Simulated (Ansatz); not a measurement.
The relaxed structure here is a generated cell of Ga2O3: the first start was made by placing the elements on the sites of a structure type, and the end was not matched to a known phase here, so it may be hypothetical. Known forms of Ga2O3 include space group No. 12, 167.

The end point of a relaxation of Ga2O3. The numbers are results of PBEsol (plane waves to 420 eV, PAW, scalar-relativistic; Ansatz, a quantum-chemistry and plane-wave program), not measurements.

```
CELL_PARAMETERS angstrom
      5.69478     0.00000     0.00000
      0.00000     5.69478     0.00000
      0.00000     0.00000     2.87203
ATOMIC_POSITIONS crystal
  O  0.00000 0.00000 0.00000
  O  0.50000 0.50000 0.00000
  O  0.14164 0.64164 0.50000
  O  0.64164 0.85836 0.50000
  O  0.35836 0.14164 0.50000
  O  0.85836 0.35836 0.50000
  Ga 0.30285 0.80285 0.00000
  Ga 0.80285 0.69715 0.00000
  Ga 0.19715 0.30285 0.00000
  Ga 0.69715 0.19715 0.00000
```

Question: Find the space group and the Wyckoff positions (tolerance 0.01 Å).

Answer: Space group P4/mbm (No. 127); a = b = 5.6948 Å, c = 2.8720 Å, α = β = γ = 90.00°

```
atom  site  symmetry       x       y       z
----  ----  --------  ------  ------  ------
O       2a     4/m..  0.0000  0.0000  0.0000
O       4h      m.2m  0.3584  0.1416  0.5000
Ga      4g      m.2m  0.1971  0.3029  0.0000
```

Question: Give the shortest distances between elements (the closest pairs, up to four, under 3.6 Å).

Answer: Ga–O 1.94 Å; O–O 2.28 Å; Ga–Ga 2.87 Å.

```json
{
  "volume_per_atom": "9.31 Å³",
  "density": "6.68 g/cm³",
  "band_gap": "zero, with touching bands (no spin-orbit coupling)"
}
```

No spin polarisation in the result.

The run could not lose the symmetry of its start, so the end can be a saddle point.
